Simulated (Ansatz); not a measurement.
MgO (rock salt)

```yaml
crystal:
  lattice:
    - [0.00000, 4.20438, 4.20438]
    - [2.10219, 2.10219, 4.20438]
    - [2.10219, 2.10219, 0.00000]
  atoms:
    - { symbol: O, position: [0.00000, 0.00000, 0.00000] }
    - { symbol: O, position: [0.50000, 0.00000, 0.00000] }
    - { symbol: Mg, position: [0.00000, 0.50000, 0.50000] }
    - { symbol: Mg, position: [0.50000, 0.50000, 0.50000] }
```

A phonon eigenvector at X = (0.5, 0.5, 0.0) is frozen into this cell: atom i moves by Q times the vector below, so Q is the largest atomic displacement, in Å. The cell is held. (q is in reciprocal vectors of the primitive cell; the cell shown is doubled to hold the pattern.)

| atom | x | y | z |
|---|---|---|---|
| O1 | 0.000 | 0.000 | -0.118 |
| O2 | 0.000 | 0.000 | 0.118 |
| Mg3 | 0.000 | 0.000 | 1.000 |
| Mg4 | 0.000 | 0.000 | -1.000 |

Calculation: r2SCAN (plane waves to 500 eV, PAW, scalar-relativistic; Ansatz, a program for electronic structure). k mesh 13×13×13 (Γ-centred), Fermi-Dirac smearing 0.05 eV. Energies are smeared free energies. MgO was relaxed with its symmetry unable to fall. ΔE is measured from the undisplaced structure.

| Q (Å) | ΔE (meV/cell) |
|---|---|
| -0.1000 | withheld |
| -0.0833 | 115.8 |
| -0.0667 | 73.8 |
| -0.0500 | 41.3 |
| -0.0333 | 18.3 |
| -0.0167 | 4.6 |
| 0.0000 | 0.0 |
| 0.0167 | 4.6 |
| 0.0333 | 18.3 |
| 0.0500 | 41.3 |
| 0.0667 | 73.8 |
| 0.0833 | 115.8 |
| 0.1000 | withheld |

**Question.** Fit an even polynomial form (powers 2, 4) to the given rows and predict ΔE at Q = -0.1000.

**Answer.** Least squares on the 11 given rows: ΔE = (16430)·Q² + (37560)·Q⁴, in meV/cell with Q in Å; root-mean-square residual 0.02 meV/cell. At -0.1000 the fit gives 168.1 meV/cell; the calculation gives 167.7 meV/cell, so the extrapolation is off by 0.4 (+0.2 %). The quadratic term alone would give 164.3 meV/cell.

(A displaced cell: forces are minus the slopes of the energy, force constants its curvatures, and phonons follow from these.)
